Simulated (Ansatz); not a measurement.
# MnGePb, a known structure type with other elements, at an estimated volume

```
Pb Mn Ge
1.0
     7.22171    0.00000    0.00000
    -3.61085    6.25418    0.00000
     0.00000    0.00000    4.00948
Pb Mn Ge
3 3 3
Direct
  0.58200 0.00000 0.50000
  0.41800 0.41800 0.50000
  0.00000 0.58200 0.50000
  0.25200 0.00000 0.00000
  0.74800 0.74800 0.00000
  0.00000 0.25200 0.00000
  0.33330 0.66670 0.00000
  0.66670 0.33330 0.00000
  0.00000 0.00000 0.50000
```

Single point in Ansatz 0.2.0 with r2SCAN, no spin polarisation. Cutoff 500 eV, PAW datasets, 6×6×8 Γ-centred k mesh, fermi-dirac filling (width 0.1 eV).

(1) Which element gives electrons and which takes them?

(2) What do density and ELF say about some of the short contacts?

(3) Is it stable against the elements?

(4) Is there a gap?

Origin: a known structure type with other elements, at an estimated volume, so it need not be a known compound. Caveats: no spin polarisation, so a magnetic state may lie lower.

## Answers

(1) Bader charges in e: Mn +0.32, Ge -0.66 to -0.49, Pb +0.23. In the mean Mn gives up most and Ge takes most.

(2) Mn–Ge at 2.71 Å: least valence density 0.28 e/Å³ and ELF 0.39 there. Pb–Ge at 2.95 Å: least valence density 0.23 e/Å³ and ELF 0.36 there. Pb–Mn at 3.11 Å: least valence density 0.17 e/Å³ and ELF 0.22 there. Both are smooth PAW fields, read partly inside the augmentation spheres.

(3) 0.96 eV an atom against the elements' usual phases (free molecules for gases, crystals otherwise, with no correction for O₂ or N₂), so at this geometry it isn't bound against them. Relaxing would lower it.

(4) It is a metal, with about 18 states/eV a cell as the mean within 0.25 eV of the Fermi level, mostly Mn d (86 %).
